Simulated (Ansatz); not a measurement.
All numbers below come from Ansatz, DFT PBE, scalar-relativistic, plane waves, PAW. All cells share a 420 eV cutoff and Γ-centred k meshes spaced at most about 0.3 Å⁻¹ (about 0.25 or finer for metals, 2π included). No spin polarisation in the final relaxations.

Each of these unrelaxed guesses is relaxed in cell and atoms within its symmetry. A guess keeps its type if space group and coordination stay and the shape of the cell changes little (axis ratios within about 15 %, angles within 6°); the volume may change.

1. Mg3Te2O

```
Mg Te O
1.0
     4.17256    0.00000    0.00000
    -2.08628    3.61354    0.00000
     0.00000    0.00000    7.32699
Mg Te O
3 2 1
Direct
  0.66667 0.33333 0.85048
  0.33333 0.66667 0.14952
  0.00000 0.00000 0.00000
  0.66667 0.33333 0.18576
  0.33333 0.66667 0.81424
  0.00000 0.00000 0.50000
```

2. ZnCd2Te2S

```
Zn Cd Te S
1.0
     4.51396    0.00000    0.00000
     0.00000    4.58116    0.00000
     0.00000    0.00000    7.93434
Zn Cd Te S
1 2 2 1
Direct
  0.50000 0.50000 0.16486
  0.50000 0.50000 0.82720
  0.50000 0.00000 0.34017
  0.00000 0.00000 0.99661
  0.00000 0.50000 0.50345
  0.50000 0.00000 0.66771
```

3. Al3B2As5

```
Al B As
1.0
     1.85878    1.07316   15.17684
    -1.85878    1.07316   15.17684
     0.00000   -2.14633   15.17684
Al B As
3 2 5
Direct
  0.00000 0.00000 0.00000
  0.40000 0.40000 0.40000
  0.80000 0.80000 0.80000
  0.20000 0.20000 0.20000
  0.60000 0.60000 0.60000
  0.35000 0.35000 0.35000
  0.75000 0.75000 0.75000
  0.15000 0.15000 0.15000
  0.55000 0.55000 0.55000
  0.95000 0.95000 0.95000
```

4. Zn3Se

```
Zn Se
1.0
     6.06331    0.00000    0.00000
    -3.03166    5.25098    0.00000
     0.00000    0.00000    4.89437
Zn Se
6 2
Direct
  0.83300 0.66600 0.25000
  0.16700 0.83300 0.75000
  0.33400 0.16700 0.25000
  0.16700 0.33400 0.75000
  0.83300 0.16700 0.25000
  0.66600 0.83300 0.75000
  0.33333 0.66667 0.25000
  0.66667 0.33333 0.75000
```

Q: Which guesses survive the relaxation?

A: Guess 3 keeps its type.

```csv
guess,kept,start group,end group,V start (Å³/atom),V end,"b/a and c/a, end over start",nearest neighbours start,nearest neighbours end
1,no,P-3m1,P-3m1,18.4,20.6,"1.00, 1.40","Mg 7/12, O 14, Te 7","Mg 3/6, O 6, Te 6"
2,no,Pmm2,Pmm2,27.3,27.0,"1.05, 1.55","Cd 3, S 3, Te 12, Zn 3","Cd 1/2, S 3, Te 6/8, Zn 7"
3,yes,R3m,R3m,18.2,19.6,"1.00, 1.02","Al 4, As 4, B 4","Al 4, As 4, B 4"
4,no,P6_3/mmc,P6_3/mmc,19.5,19.3,"1.00, 0.63","Se 12, Zn 12","Se 6, Zn 6"
```

Neighbours count within 15 % of an atom's shortest distance; end groups are read at 0.02 Å (0.05 Å in metals).

Spin–orbit coupling, which can matter for Te, is left out. Cells relaxed within their symmetry can be saddle points.

In counts of neighbours, a slash parts the counts of unlike sites.
